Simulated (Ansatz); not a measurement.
Space group Pnma (No. 62). a = 4.917 Å, b = 3.698 Å, c = 7.008 Å, α = 90.00°, β = 90.00°, γ = 90.00°
| atom | site | symmetry | x | y | z |
| --- | --- | --- | --- | --- | --- |
| Si | 4c | .m. | 0.2916 | 0.7500 | 0.6134 |
| Ni | 4c | .m. | 0.9578 | 0.7500 | 0.2075 |
| Ni | 4c | .m. | 0.8285 | 0.7500 | 0.5603 |

Equation of state of this SiNi$_{2}$ structure (not necessarily the ground state), with shape and atoms relaxed at each volume where symmetry leaves them free. It has no gap at any of these volumes. Method: DFT PBEsol, scalar-relativistic, plane waves, PAW (Ansatz 0.2.0).

Plane waves to 420 eV, a k mesh through Γ of 8×10×6 on the computed 12-atom cell and Gaussian smearing (0.10 eV); no spin polarisation.

```tsv
V (Å³/atom)	E − E(largest V) (meV/atom)	P (GPa)
9.342	73.56	37.63
9.661	11.11	25.61
9.979	-29.41	15.51
10.298	-51.55	7.06
10.616	-58.34	0.00
10.935	-52.37	-5.85
11.253	-35.75	-10.74
11.678	0.00	-15.92
```

Problem. Fit a third-order Birch–Murnaghan equation to E(V).

Solution. V0 = 10.62 Å³/atom, B0 = 214 GPa, B0' = 5.0.